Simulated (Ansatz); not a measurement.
Ir₃W (Cu3Au type, space group No. 221) at seven volumes, PBEsol in the plane-wave PAW code Ansatz, scaled uniformly. One row is withheld.

```csv
V (Å³/atom),P (GPa)
13.042,45.02
13.472,27.36
13.902,12.50
14.332,0.00
14.762,?
15.192,-19.30
15.622,-26.67
```

Task: Fit the shown pressures and predict the withheld one.

Result: Third-order Birch–Murnaghan: P = (3/2)B₀(x^(7/2) − x^(5/2))[1 + (3/4)(B′ − 4)(x − 1)] with x = (V₀/V)^(2/3). Least squares on the six rows gives V₀ = 14.333 Å³/atom, B₀ = 380.5 GPa, B′ = 4.79. At V = 14.762, x = 0.9805 and P = -10.46 GPa. The run itself gave -10.50 GPa.

Space group Pm-3m (Cu3Au type). The cell is a constructed one: a structure type filled with these elements; neither database checked (COD, Materials Project) lists it. COD files the formula under space group No. 194. Its standing as an ambient phase is unchecked. Symmetry was held in the PBEsol relaxation; whether a distortion lowers the energy is not shown. The run is not spin-polarised. Spin–orbit coupling is left out wherever it is not named.

Potentials: the earlier of the program's two PAW sets. The files were generated under PBE; for other functionals the program regenerates the frozen cores, and for LDA and PBEsol the local potential too.
